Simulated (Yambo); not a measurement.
Yambo run on MoS2 (space group R3m, No. 160). The wavefunctions are PBEsol (Quantum ESPRESSO, PseudoDojo norm-conserving, 80 Ry, with spin-orbit coupling) ones on a 4×4×4 mesh (26 occupied bands); a = b = c = 6.2665 Å, α = β = γ = 29.15°.

Yambo input:

```
rim_cut
gw0
dyson
el_el_corr
HF_and_locXC
cohsex
em1s
RandQpts= 1000000
RandGvec= 1 Ry
EXXRLvcs= 80 Ry
VXCRLvcs= 320 Ry
Chimod= "HARTREE"
% BndsRnXs
 3 | 214 |
%
NGsBlkXs= 8 Ry
% LongDrXs
 1.0 | 1.0 | 1.0 |
%
ExtendOut
% QPkrange
 6 | 6 | 27 | 27 |
 13 | 13 | 26 | 27 |
%
```

k points by index: 6 = (0, 0.25, -0.25), 13 = Z.

The o-*.qp file then holds:

```
#    K-point    Band    Eo [eV]    E [eV]    E-Eo [eV]    Vxc [eV]    Vnlxc [eV]    Sc|Eo [eV]    Re(Z)    Im(Z)
#
    6    27    1.022789    -0.355464    -1.378254    -16.09736    -12.00191    -5.473704    1.000000    0.000000
    13    26    0.000000    -2.156999    -2.156999    -16.34195    -16.95566    -1.543293    1.000000    0.000000
    13    27    2.027435    0.512490    -1.514945    -15.50185    -11.11733    -5.899459    1.000000    0.000000
```
(The two width columns are left out.) Convergence of these settings isn't established.

Geometry relaxed with PBE+D3(BJ).
